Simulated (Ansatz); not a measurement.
Input file for Ansatz (a program for electronic structure):

Ansatz 0.2 input:
```yaml
crystal:
  lattice:
    - [4.7684992736, 0.0, 0.0]
    - [0.0, 4.7684992736, 0.0]
    - [0.0, 0.0, 3.211431421]
  atoms:
    - { symbol: Sn, position: [0.5, 0.5, 0.5] }
    - { symbol: Sn, position: [0.0, 0.0, 0.0] }
    - { symbol: O, position: [0.1937082026, 0.8062917974, 0.5] }
    - { symbol: O, position: [0.8062917974, 0.1937082026, 0.5] }
    - { symbol: O, position: [0.6937082026, 0.6937082026, 0.0] }
    - { symbol: O, position: [0.3062917974, 0.3062917974, 0.0] }
kpoints:
  mp_grid: { grid: [4, 4, 5] }
hamiltonian:
  xc: hse06
  pseudopotentials: { azcp: { folder: ./paw }, kind: paw }
scf:
  n_extra_bands: 6
  occupations: { method: fixed }
output:
  eigenvalues: true
  eigenstates:
    e_range: [-9.0, 9.4]
    kpoints:
      - [0.0, 0.0, 0.0]  # VBM
      - [0.0, 0.0, 0.0]  # CBM
      - [0.0, 0.0, 0.0]  # GAMMA
      - [0.0, 0.0, 0.5]  # Z
      - [0.5, 0.5, 0.0]  # M
      - [0.5, 0.5, 0.5]  # A
      - [0.0, 0.5, 0.5]  # R
      - [0.0, 0.5, 0.0]  # X
```

Output (shortened):

```
Pseudopotentials: kind: paw
Pseudopotential: Sn, paw, valence charge 14
Pseudopotential: O, paw, valence charge 6
Functional definition: HSE06
davidson cushion auto → on  (no smearing: the cushion is to keep the highest requested band from converging to the state above it …
Crystal: 6 atoms, lattice volume = 73.023 Å³
Basis set: ecut = 420 eV, 1435 PW (Γ)
Bands: 32, of which v1, the nominal top of the filled ones, is band 26 counted from 1 (25 counted from 0)
Symmetry: 16 space group operations
Space group: P42/mnm (ITA 136), of the structure as read, at distance tolerance 4.2e-5 Å
k-points: 18 of 80
PAW frozen core: Sn, regenerated for the run's functional, and the local potential with it
PAW frozen core: O, regenerated for the run's functional, and the local potential with it
Initial density: superposition of atomic densities (chi_scale 0.1, normalization cell, long waves kept (reshape's long-wave potential 0.00 eV rms))
Initial wavefunctions: pseudopotential atomic-orbital guess
Eigensolver: davidson
Functional: x = pbe(κ = 0.804, μ = 0.2195149727645171), c = pbe(β = 0.06672455060314922), warm-up for x = pbe(κ = 0.804, μ = 0.2195149727645171) + 0.25 (exact …
SCF iter   1: F=—  HF=-14318.839884 eV  |F-HF|=—  |Δ(HF+E_count)|=         —  Δρ=7.93e-2  dr2=3.57e0  ethr=1.00e-1  ⟨swp⟩=4.0  Hψ=1772  notcnv=0
preconditioner: auto → none
SCF iter   2: F=—  HF=-14318.180161 eV  |F-HF|=—  |Δ(HF+E_count)|=   6.60e-1  Δρ=4.20e-2  dr2=5.50e-1  ethr=6.87e-3  ⟨swp⟩=3.4  Hψ=1549  notcnv=0  defer=2
SCF iter   3: F=—  HF=-14318.112950 eV  |F-HF|=—  |Δ(HF+E_count)|=   6.72e-2  Δρ=1.43e-2  dr2=1.08e-1  ethr=1.06e-3  ⟨swp⟩=3.1  Hψ=1546  notcnv=0
SCF iter   4: F=—  HF=-14318.119910 eV  |F-HF|=—  |Δ(HF+E_count)|=   6.96e-3  Δρ=6.74e-3  dr2=1.94e-2  ethr=2.08e-4  ⟨swp⟩=2.6  Hψ=1299  notcnv=0
iter 5 solved again at ethr=1.25e-6 eV; its pass at ethr=3.73e-5 eV (dr2=6.49e-4 eV) is discarded
SCF iter   5: F=—  HF=-14318.121249 eV  |F-HF|=—  |Δ(HF+E_count)|=   1.34e-3  Δρ=1.19e-3  dr2=6.03e-4  ethr=1.25e-6  ⟨swp⟩=3.9  Hψ=3107  notcnv=0
SCF iter   6: F=-14318.121492 eV  HF=-14318.121500 eV  |F-HF|=7.60e-6  |Δ(HF+E_count)|=   2.51e-4  Δρ=2.09e-4  dr2=1.65e-5  ethr=1.16e-6  ⟨swp⟩=3.0  Hψ=1506  notcnv=0
SCF 1 stopped early in 6 iterations: F = -14318.121492 eV  dr2 = 1.65e-5
Crystal: 6 atoms, lattice volume = 73.023 Å³
Initial density: handed on by an earlier stage of this run
Initial wavefunctions: those handed on with the density
Functional: x = pbe(κ = 0.804, μ = 0.2195149727645171) + 0.25 (exact − pbe) at short range (hse, ω = 0.20786987370883472 Å⁻¹), c = pbe(β = 0.06672455060314922); HSE06 as pw.x's `hse` composes it (authors' and Libxc's form: `xc: wpbeh`)
Exchange kernel: α = 0.2500, screened, ω = 0.2079 Å⁻¹, Wigner–Seitz truncation, v(0) = 1041.2271 eV·Å³, q-mesh 4×4×5, nearest image of the exchange supercell L …
Frozen-core exchange: fock
SCF iter   1: F=—  HF=-14325.690551 eV  |F-HF|=—  |Δ(HF+E_count)|=         —  Δρ=9.59e-3  dr2=4.80e-2  ethr=3.17e-7  ⟨swp⟩=8.5  Hψ=3383  notcnv=0
preconditioner: auto → none
SCF iter   2: F=—  HF=-14325.674790 eV  |F-HF|=—  |Δ(HF+E_count)|=   1.58e-2  Δρ=2.58e-3  dr2=5.23e-3  ethr=3.17e-7  ⟨swp⟩=5.1  Hψ=2412  notcnv=0
SCF iter   3: F=—  HF=-14325.697870 eV  |F-HF|=—  |Δ(HF+E_count)|=   2.31e-2  Δρ=1.29e-3  dr2=9.82e-4  ethr=3.17e-7  ⟨swp⟩=5.2  Hψ=2488  notcnv=0
SCF iter   4: F=—  HF=-14325.697558 eV  |F-HF|=—  |Δ(HF+E_count)|=   3.12e-4  Δρ=8.93e-5  dr2=3.44e-5  ethr=3.17e-7  ⟨swp⟩=3.0  Hψ=1829  notcnv=0
SCF iter   5: F=-14325.697798 eV  HF=-14325.697806 eV  |F-HF|=8.60e-6  |Δ(HF+E_count)|=   2.48e-4  Δρ=1.36e-4  dr2=1.27e-5  ethr=4.05e-9  ⟨swp⟩=5.9  Hψ=2531  notcnv=0  defer=3
SCF 2 stopped early in 5 iterations: F = -14325.697798 eV  dr2 = 1.27e-5
hybrid outer 1: dexx = +2.584e-2 eV, tail = 1.27e-4 eV
Crystal: 6 atoms, lattice volume = 73.023 Å³
Exchange kernel: α = 0.2500, screened, ω = 0.2079 Å⁻¹, Wigner–Seitz truncation, v(0) = 1041.2271 eV·Å³, q-mesh 4×4×5, nearest image of the exchange supercell L …
Frozen-core exchange: fock
SCF iter   1: F=—  HF=-14325.696942 eV  |F-HF|=—  |Δ(HF+E_count)|=         —  Δρ=5.22e-5  dr2=1.36e-6  ethr=1.22e-6  ⟨swp⟩=3.3  Hψ=1362  notcnv=0
preconditioner: auto → none
SCF iter   2: F=—  HF=-14325.696946 eV  |F-HF|=—  |Δ(HF+E_count)|=   4.18e-6  Δρ=2.41e-5  dr2=3.23e-7  ethr=1.72e-9  ⟨swp⟩=5.1  Hψ=2372  notcnv=0
iter 3 solved again at ethr=3.23e-11 eV; its pass at ethr=5.18e-10 eV (dr2=1.68e-8 eV) is discarded
SCF iter   3: F=-14325.696946 eV  HF=-14325.696946 eV  |F-HF|=2.12e-9  |Δ(HF+E_count)|=   4.01e-8  Δρ=8.52e-6  dr2=2.65e-8  ethr=3.23e-11  ⟨swp⟩=4.0  Hψ=2947  notcnv=0
SCF 3 converged in 3 iterations: F = -14325.696946 eV  dr2 = 2.65e-8
hybrid outer 2: dexx = +2.633e-6 eV, tail = 1.10e-7 eV, Δε = 4.67e-3 eV (about 1.90e-4 eV left of the loop's levels)
the search or the solves at the SCF's close seem to have found levels that the self-consistency loop had missed (the run counts 2) …
NSCF: frozen V_eff on 8 k-points
hybrid SCF converged: 2 outer / 8 inner (+6 warm-up), last move |dexx| = 2.63e-6 eV, tail = 1.10e-7 eV
Stability not checked (fock_operator)
Free energy (F): -14325.696946 eV
Frozen-core exchange: fock
Harris-Foulkes:  -14325.696946 eV  (|F-HF|=2.12e-9)
Internal energy: -14325.696946 eV  (E = F + TS)
E sigma→0 (E₀):  -14325.696946 eV
Fermi energy:    7.920841 eV
--- Per-component energies (eV) ---
  E_band       = -232.819607
  E_kinetic    = 1020.398589
  E_local      = -3193.894137  (includes V_loc(G=0)·N_el)
  E_nonlocal   = 490.403911
  E_hartree    = 1458.263083
  E_xc         = -429.544300
  E_vxc        = -418.087758  (∫ρ·V_xc dr)
  E_exx        = -152.046149  (= α·E_x^exact, valence–valence)
  E_paw        = -9363.683121  (= ΣΔE_a)
  E_vpaw       = -744.075628  (= ΣTr[D̂ρ^β])
  E_aug_tail   = 0.003897  (compensation charges beyond the density's cutoff)
  E_ewald      = -4156.009832
  E_core_change = 0.411113  (= ΣΔE_core)
  E_smearing   =  0.000000  (= −TS)
  E_closure    =  0.000000  (closes the sum)
  Σ components = -14325.696946   (vs F -14325.696946, Δ=1.82e-12)
  [band-id]    e_kinetic+e_local+e_nonlocal+2·e_hartree+e_vxc+2·e_exx+e_vpaw+e_augmentation_tail = -232.817258   (vs E_band -232.819607, Δ=2.35e-3)
--- Band table (eV; the first three rows and the last of 18) ---
  k-point 0: bands = ["-14.5524", "-13.6913", "-13.4305", "-13.4305", "-13.3934", "-13.3406", "-13.2643", "-13.1781", "-13.1357", "-13.1357", "-12.2957", "-10.4860", "-10.4860", "-8.5993", "-0.3127", "3.8919", "3.8919", "4.0431", "4.6950", "6.1078", "6.1813", "6.8897", "6.8897", "7.2286", "7.2286", "7.9208", "10.6775", "15.9374", "16.0229", "16.0229", "20.1970", "20.4262"]
  k-point 1: bands = ["-14.3693", "-13.7836", "-13.7836", "-13.5134", "-13.3500", "-13.3266", "-13.2491", "-13.1796", "-13.1760", "-13.1760", "-12.0733", "-9.9082", "-9.9082", "-8.9235", "-0.2909", "3.7880", "4.1155", "4.2623", "4.2623", "4.9675", "5.6425", "5.6425", "5.8228", "7.2098", "7.2098", "7.5835", "12.6563", "16.6562", "17.5760", "17.5760", "18.8022", "21.8660"]
  k-point 2: bands = ["-14.2136", "-14.2136", "-13.9715", "-13.6263", "-13.2306", "-13.2306", "-13.2164", "-13.1900", "-13.1891", "-13.1622", "-11.2068", "-9.9081", "-9.0847", "-9.0847", "0.1293", "1.6181", "3.8889", "3.9870", "3.9870", "4.7671", "5.2480", "5.2480", "5.7186", "6.7213", "6.7716", "6.7716", "15.1663", "16.6247", "18.8819", "20.0244", "20.0244", "20.5046"]
  k-point 17: bands = ["-14.2277", "-14.2277", "-13.8373", "-13.8373", "-13.2331", "-13.2331", "-13.1969", "-13.1969", "-13.1732", "-13.1732", "-10.3927", "-10.3927", "-9.1678", "-9.1678", "0.0904", "0.0904", "3.1208", "3.1208", "5.3597", "5.3597", "5.6532", "5.6532", "7.0363", "7.0363", "7.0627", "7.0627", "14.6447", "14.6447", "18.7738", "18.7738", "20.8502", "20.8502"]
  band table: 32 of 32 bands, residual norms ≤ 1.0e-3 eV
```

Cost: around 70 core-seconds (rough) on shared cores.

The points marked VBM and CBM come from a semilocal run.

Space group P4_2/mnm (rutile). Symmetry was held in the PBEsol relaxation. Scalar-relativistic: spin–orbit coupling is off unless named, which matters more the heavier the elements.

Potentials: the earlier of the program's two PAW sets.

Ansatz is a plane-wave DFT program.
